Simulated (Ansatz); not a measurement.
**Relaxing a structure of HgTe**

The start is a relaxed HgTe cell deformed by the Cartesian strain tensor (xx, yy, zz, yz, xz, xy) = (-0.016, 0.281, 0.005, 0.079, -0.023, 0.010). The structure is fully relaxed (lattice and positions, P = 0) with r2SCAN (plane waves to 500 eV, PAW, scalar-relativistic; Ansatz, a quantum-chemistry and plane-wave program). The first steps use a coarse 6×6×6 k-mesh.

Initial structure:
```
HgTe
1.0
   -0.04272     4.46786     3.56081
    3.15823     0.29085     3.22724
    3.26668     4.24274     0.18240
Te Hg
1 1
Direct
  0.75000   0.75000   0.75000
  0.00000   0.00000   0.00000
```

- Largest initial force: about 0.3 eV/Å, on Te1, Hg2 (atoms numbered as listed)
- Volume change: -20.6 %, from 44.72 to 35.49 Å³/atom
- Shortest distances (start → end): The closest pairs of elements (up to four, under 3.6 Å), start → end: Hg–Te 2.91 → 2.85 Å
- Optimiser moves: 10

Final values are on a 12×12×12 k-mesh of the relaxed cell. No spin polarisation in the result.
